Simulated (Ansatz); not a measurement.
Given:

SnSe$_{2}$:
```yaml
crystal:
  lattice:
    - [6.56639, 0.00000, 0.00000]
    - [0.00000, 6.56639, 0.00000]
    - [0.00000, 0.00000, 4.02205]
  atoms:
    - { symbol: Sn, position: [0.00000, 0.00000, 0.00000] }
    - { symbol: Sn, position: [0.50000, 0.50000, 0.50000] }
    - { symbol: Se, position: [0.30690, 0.30690, 0.00000] }
    - { symbol: Se, position: [0.80690, 0.19310, 0.50000] }
    - { symbol: Se, position: [0.19310, 0.80690, 0.50000] }
    - { symbol: Se, position: [0.69310, 0.69310, 0.00000] }
```

This is the PBE-relaxed structure.

Q: All from PBE (plane waves, PAW; program Ansatz), unless another level is named. Give the electronic character.

A: metallic (no gap).

Q: Predict the formation energy from the elements (no fitted shifts).

A: -0.14 eV/atom.

Q: Next, the density of states at the Fermi level?

A: 0.10 states/eV per atom (mean over ±0.08 eV).

Space group P4_2/mnm (rutile). A made-up cell: these elements were put on the sites of a structure type; neither database checked (COD, Materials Project) lists it. COD files the formula under space group No. 164, 217, so this cell is another polymorph or a model. Whether it is the stable phase at ambient conditions was not checked. Symmetry was held in the PBE relaxation; whether a distortion lowers the energy is not shown. The references are the lowest solids computed at this level, not always the standard phases. Scalar-relativistic: spin–orbit coupling is off unless named, which matters more the heavier the elements.

Potentials: the later of the program's two PAW sets.
